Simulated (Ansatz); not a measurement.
AlN:
```cif
data_Al2N2
_chemical_formula_sum 'Al2 N2'
_space_group_name_H-M_alt 'P 1'
_space_group_IT_number 1
_cell_length_a 3.10655
_cell_length_b 3.10655
_cell_length_c 4.97815
_cell_angle_alpha 90.000
_cell_angle_beta 90.000
_cell_angle_gamma 120.000
loop_
_space_group_symop_operation_xyz
  'x, y, z'
loop_
_atom_site_label
_atom_site_type_symbol
_atom_site_fract_x
_atom_site_fract_y
_atom_site_fract_z
_atom_site_occupancy
Al1 Al 0.66667 0.33333 0.49920 1
Al2 Al 0.33333 0.66667 0.99920 1
N1 N 0.66667 0.33333 0.88080 1
N2 N 0.33333 0.66667 0.38080 1
```

Relaxed with r²SCAN.

Task: Tabulate the valence density and the electron localisation function along the shortest Al–N contact (1.89 Å), r²SCAN in the plane-wave PAW code Ansatz.

Result: 

```
distance from Al (Å)  density (e/Å³)   ELF
--------------------  --------------  ----
0.19                            0.05  0.07
0.28                            0.06  0.01
0.38                            0.08  0.02
0.47                            0.12  0.07
0.57                            0.20  0.29
0.66                            0.29  0.59
0.76                            0.40  0.78
0.85                            0.53  0.84
0.94                            0.69  0.87
1.04                            0.89  0.88
1.13                            1.16  0.88
1.23                            1.52  0.87
1.32                            2.04  0.83
1.42                            2.67  0.76
1.51                            3.22  0.60
1.60                            3.49  0.35
1.70                            3.47  0.14
```

The density is the valence pseudo-density with augmentation charge, so density and ELF within about 1 Å of a nucleus are not all-electron values.

Space group P6_3mc (wurtzite). The r²SCAN relaxation kept the symmetry of its start; phonons on a q-mesh show no instability.

Potentials: the earlier of the program's two PAW sets.
